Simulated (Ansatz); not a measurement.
SiC (4H polytype, space group No. 186), r²SCAN (plane waves, PAW; program Ansatz). The conduction-band minimum lies at M, with 3 equivalent valleys. Second derivatives d²E/dk² of the lowest band at one valley (eV·Å²), along Cartesian directions:

| direction | d²E/dk² |
|---|---|
| [100] | 27.50 |
| [010] | 14.21 |
| [001] | 24.73 |
| [110] | 20.86 |
| [101] | 26.14 |
| [011] | 19.46 |

Task: Find the principal effective masses, the density-of-states mass and the conductivity mass.

Result: Off-diagonal terms follow from H_xy = H[110] − (H_xx + H_yy)/2, and m*/mₑ = 7.620 eV·Å² over each eigenvalue: 0.28, 0.31, 0.54. One valley's DOS mass (m₁m₂m₃)^(1/3) = 0.36, conductivity mass 3/(Σ 1/mᵢ) = 0.34 mₑ.

Task: What effective density of states Nc follows at 300 K for parabolic valleys?

Result: Nc = 2.509e19 × 3 × (0.36)^(3/2) ≈ 1.6e19 cm⁻³.

Task: With the computed static dielectric constant 9.96 (mean of the diagonal), estimate a hydrogenic donor's binding energy and radius.

Result: E = 13.606 eV × 0.34/9.96² ≈ 47 meV; a = 0.529 Å × ε/m* ≈ 15 Å. Semilocal masses tend to be too small where the gap is.

Space group P6_3mc (4H polytype). Symmetry was held in the r²SCAN relaxation; phonons on a q-mesh show no instability.

Potentials: the later of the program's two PAW sets.
